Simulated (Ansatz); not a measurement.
BP (zinc blende, space group No. 216), DFT-r²SCAN in the program Ansatz with PAW potentials. The conduction-band minimum lies on the Γ–X line, 83 % of the way from Γ, with 6 equivalent valleys. Second derivatives d²E/dk² of the lowest band at one valley (eV·Å²), along Cartesian directions:

| direction | d²E/dk² |
|---|---|
| [100] | 5.909 |
| [010] | 34.84 |
| [001] | 34.84 |
| [110] | 20.38 |
| [101] | 20.38 |
| [011] | 34.76 |

Find the principal effective masses, the density-of-states mass and the conductivity mass.

Off-diagonal terms follow from H_xy = H[110] − (H_xx + H_yy)/2, and m*/mₑ = 7.620 eV·Å² over each eigenvalue: 0.22, 0.22, 1.3. One valley's DOS mass (m₁m₂m₃)^(1/3) = 0.40, conductivity mass 3/(Σ 1/mᵢ) = 0.30 mₑ.

What effective density of states Nc follows at 300 K for parabolic valleys?

Nc = 2.509e19 × 6 × (0.40)^(3/2) ≈ 3.8e19 cm⁻³.

With the computed static dielectric constant 8.83 (mean of the diagonal), estimate a hydrogenic donor's binding energy and radius.

E = 13.606 eV × 0.30/8.83² ≈ 52 meV; a = 0.529 Å × ε/m* ≈ 16 Å. Semilocal masses tend to be too small where the gap is.

With ε∞ = 8.74 and ω_LO = 822 cm⁻¹, what Fröhlich coupling constant follows?

α = (1/ε∞ − 1/ε0) √(m* × 13.606 eV/ħω_LO) = 0.0072.

Space group F-43m (zinc blende). Symmetry was held in the r²SCAN relaxation; phonons on a q-mesh show no instability. The volume moved by 17 % from the start of the relaxation.

Potentials: the later of the program's two PAW sets.
